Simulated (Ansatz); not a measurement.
Input:

Sr:
Space group Fd-3m, origin choice 1 (No. 227); a = b = c = 9.402 Å, α = β = γ = 90.00°

| atom | site | symmetry | x | y | z |
|---|---|---|---|---|---|
| Sr | 8b | -43m | 0.5000 | 0.5000 | 0.5000 |
(The calculation used a cell of 2 atoms; values per cell refer to that cell.)

This is the PBEsol-relaxed structure.

### Question
All from the program Ansatz at the PBEsol level (PAW), unless another level is named. Estimate the density of states at the Fermi level.

### Answer
2.2 states/eV per atom (mean over ±0.08 eV).

### Question
Give the gap with spin–orbit coupling.

### Answer
none (metallic).

The start of the workflow was typed in or built on a structure type; neither database checked (COD, Materials Project) lists it. It is not the phase usual at ambient conditions (space group No. 225). The cell was relaxed with PBEsol under the symmetry of its start. At this level the phase is mechanically unstable. The volume moved by 16 % from the start of the relaxation. Spin–orbit coupling is left out wherever it is not named.

Potentials: the later of the program's two PAW sets.
